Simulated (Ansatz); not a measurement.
## NiAs-type IrS

Level of theory: DFT, PBEsol, scalar-relativistic, no spin polarisation; plane waves to 420 eV with PAW datasets (Ansatz 0.2.0), 10×10×6 k-mesh, Gaussian smearing of 0.05 eV. The datasets are Ansatz's generated set soft_2.

```cif
data_structure
_symmetry_space_group_name_H-M 'P 1'
_symmetry_Int_Tables_number 1
_cell_length_a 3.5440
_cell_length_b 3.5440
_cell_length_c 5.4419
_cell_angle_alpha 90.000
_cell_angle_beta 90.000
_cell_angle_gamma 120.000
_cell_volume 59.19
loop_
_atom_site_label
_atom_site_type_symbol
_atom_site_fract_x
_atom_site_fract_y
_atom_site_fract_z
_atom_site_occupancy
Ir1 Ir 0.00000 0.00000 0.00000 1
Ir2 Ir 0.00000 0.00000 0.50000 1
S1 S 0.33333 0.66667 0.25000 1
S2 S 0.66667 0.33333 0.75000 1
```

The structure was built from a prototype; whether the compound forms in it isn't claimed.

Which orbitals carry the states at the Fermi level, and how many states are there?

Within 0.1 eV of it: Ir 5d 63 %, S 3p 26 % (shares among the projected shells). The density of states at the Fermi level is about 2 states/eV per cell, averaged over 0.3 eV.

Density of states (tetrahedra, averaged over 0.3 eV; states/eV per cell of 4 atoms; energy in eV from the Fermi level):

```json
{"E (eV)": "-6.70", "DOS": "3.49"}
{"E (eV)": "-6.40", "DOS": "3.28"}
{"E (eV)": "-6.10", "DOS": "4.87"}
{"E (eV)": "-5.80", "DOS": "6.33"}
{"E (eV)": "-5.50", "DOS": "1.98"}
{"E (eV)": "-5.20", "DOS": "0.52"}
{"E (eV)": "-4.90", "DOS": "1.26"}
{"E (eV)": "-4.60", "DOS": "1.37"}
{"E (eV)": "-4.30", "DOS": "1.43"}
{"E (eV)": "-4.00", "DOS": "1.59"}
{"E (eV)": "-3.70", "DOS": "1.39"}
{"E (eV)": "-3.40", "DOS": "2.30"}
{"E (eV)": "-3.10", "DOS": "1.94"}
{"E (eV)": "-2.80", "DOS": "2.94"}
{"E (eV)": "-2.50", "DOS": "4.78"}
{"E (eV)": "-2.20", "DOS": "5.29"}
{"E (eV)": "-1.90", "DOS": "6.66"}
{"E (eV)": "-1.60", "DOS": "3.56"}
{"E (eV)": "-1.30", "DOS": "3.48"}
{"E (eV)": "-1.00", "DOS": "2.83"}
{"E (eV)": "-0.70", "DOS": "2.42"}
{"E (eV)": "-0.40", "DOS": "2.21"}
{"E (eV)": "-0.10", "DOS": "1.85"}
{"E (eV)": "0.20", "DOS": "2.73"}
{"E (eV)": "0.50", "DOS": "2.79"}
{"E (eV)": "0.80", "DOS": "1.71"}
{"E (eV)": "1.10", "DOS": "2.31"}
{"E (eV)": "1.40", "DOS": "2.41"}
{"E (eV)": "1.70", "DOS": "2.71"}
{"E (eV)": "2.00", "DOS": "2.90"}
{"E (eV)": "2.30", "DOS": "1.59"}
{"E (eV)": "2.60", "DOS": "0.87"}
{"E (eV)": "2.90", "DOS": "0.43"}
{"E (eV)": "3.20", "DOS": "0.61"}
{"E (eV)": "3.50", "DOS": "0.97"}
{"E (eV)": "3.80", "DOS": "1.84"}
{"E (eV)": "4.10", "DOS": "1.75"}
```

No spin–orbit coupling, a notable omission for heavy elements.
